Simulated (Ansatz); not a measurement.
LaGa$_{2}$:
```xyz
3
Lattice="4.2735 0.0000 0.0000 -2.1367 3.7009 0.0000 0.0000 0.0000 4.3796" Properties=species:S:1:pos:R:3 pbc="T T T"
La     0.0000     0.0000     0.0000
Ga     2.1367     1.2336     2.1898
Ga     0.0000     2.4673     2.1898
```

Relaxed with PBEsol. Special points in fractions of this cell's reciprocal vectors: Γ (0.000, 0.000, 0.000); M (0.500, 0.000, 0.000); K (0.333, 0.333, 0.000); A (0.000, 0.000, 0.500); L (0.500, 0.000, 0.500); H (0.333, 0.333, 0.500).

Task: List the band energies nearest the Fermi level at these points for PBEsol with spin–orbit coupling in the plane-wave PAW code Ansatz.

Result: In eV from the Fermi level; about four levels below and three above (degenerate sets whole), none deeper than 8.9 eV; points with the same levels are listed once.

| k | below | above |
|---|---|---|
| Γ | -0.63 -0.63 -0.27 -0.27 | 0.03 0.03 0.54 0.54 |
| M | -0.84 -0.84 -0.70 -0.70 | 1.60 1.60 2.02 2.02 |
| K | -3.43 -3.43 -0.02 -0.02 | 0.00 0.00 1.65 1.65 1.65 1.65 |
| A | -7.82 -7.82 -3.42 -3.42 | 0.32 0.32 0.41 0.41 |
| L | -1.42 -1.42 -0.13 -0.13 | 1.64 1.64 2.14 2.14 |
| H | -0.60 -0.60 -0.47 -0.47 | 2.02 2.02 2.10 2.10 |

Space group P6/mmm. The workflow started from an entry of the Crystallography Open Database (COD, 293 K). Whether it is the stable phase at ambient conditions was not checked. The PBEsol relaxation kept the symmetry of its start; of distortions, only those at the zone centre were tested.

Potentials: the later of the program's two PAW sets.
